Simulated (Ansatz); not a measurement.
## Zincblende alloy of ZnS and MgS (8 of 32 Zn sites exchanged), 64 atoms

Ansatz, PAW, plane waves. PBEsol relaxation of volume and atoms (shape held) at the single k point (¼, ¼, ¼) without its symmetry partners; single points on the relaxed atoms at the single k point (¼, ¼, ¼) without its symmetry partners, onto which points of the small cell's zone fold. Arrangement: random. No spin–orbit coupling unless named.

Relaxed structure:

```
Mg Zn S
1.0
    10.86058    0.00000    0.00000
     0.00000   10.86058    0.00000
     0.00000    0.00000   10.86058
Mg Zn S
8 24 32
Direct
  0.00295 0.99786 0.00157
  0.00335 0.50112 0.00111
  0.00159 0.49947 0.49805
  0.49602 0.49949 0.99996
  0.74608 0.24783 0.00177
  0.74746 0.75128 0.99969
  0.74799 0.75151 0.49972
  0.00170 0.24778 0.74595
  0.00227 0.99981 0.49849
  0.49669 0.99978 0.99976
  0.49802 0.00110 0.49955
  0.49769 0.49805 0.49973
  0.25351 0.24804 0.00169
  0.25354 0.24788 0.49835
  0.25197 0.75181 0.99984
  0.25178 0.75146 0.49955
  0.74623 0.24798 0.49826
  0.25201 0.99982 0.25152
  0.25399 0.99843 0.74787
  0.25223 0.49970 0.25208
  0.25378 0.50139 0.74793
  0.74798 0.00139 0.25410
  0.74666 0.99996 0.74601
  0.74822 0.49802 0.25374
  0.74591 0.50029 0.74597
  0.00205 0.24787 0.25356
  0.00369 0.75180 0.25180
  0.00375 0.75152 0.74767
  0.49830 0.24761 0.25356
  0.49821 0.24811 0.74633
  0.49656 0.75129 0.25170
  0.49647 0.75204 0.74748
  0.13021 0.12804 0.12971
  0.13230 0.11939 0.61869
  0.13219 0.63066 0.13010
  0.13058 0.62860 0.62658
  0.61779 0.11918 0.13042
  0.62253 0.12388 0.62217
  0.62270 0.62395 0.13425
  0.61715 0.62216 0.62696
  0.37201 0.36951 0.13096
  0.37407 0.37352 0.62315
  0.37408 0.87502 0.12479
  0.37578 0.87558 0.62185
  0.87529 0.37355 0.13403
  0.86563 0.37432 0.62206
  0.87445 0.87568 0.13512
  0.87982 0.87956 0.62750
  0.37520 0.12328 0.37564
  0.37498 0.12448 0.87385
  0.37464 0.62481 0.37626
  0.37128 0.63065 0.87074
  0.87483 0.12444 0.37664
  0.87078 0.11931 0.87118
  0.87554 0.62604 0.36730
  0.87481 0.62494 0.86458
  0.13126 0.36973 0.37235
  0.13579 0.37375 0.87398
  0.12689 0.87522 0.37534
  0.13126 0.87163 0.87033
  0.62228 0.37350 0.37563
  0.62244 0.37428 0.86630
  0.61794 0.87964 0.37218
  0.61802 0.87966 0.86912
```

**Question.** What are the mean bond lengths by pair (pairs within 1.2 times the sum of covalent radii, less contacts 15 % beyond the pair's median; cation–cation pairs of compounds aside; long ionic contacts are cut short by that bound)?

**Answer.** Mg–S 2.422 ± 0.009 Å (standard deviation, 32 bonds); S–Zn 2.329 ± 0.008 Å (standard deviation, 96 bonds).

**Question.** What gap lies between the top filled and the lowest empty level in the single points?

**Answer.** HSE06 4.53 eV (44 s on NVIDIA H100). Away from Γ this isn't the crystal's band gap.
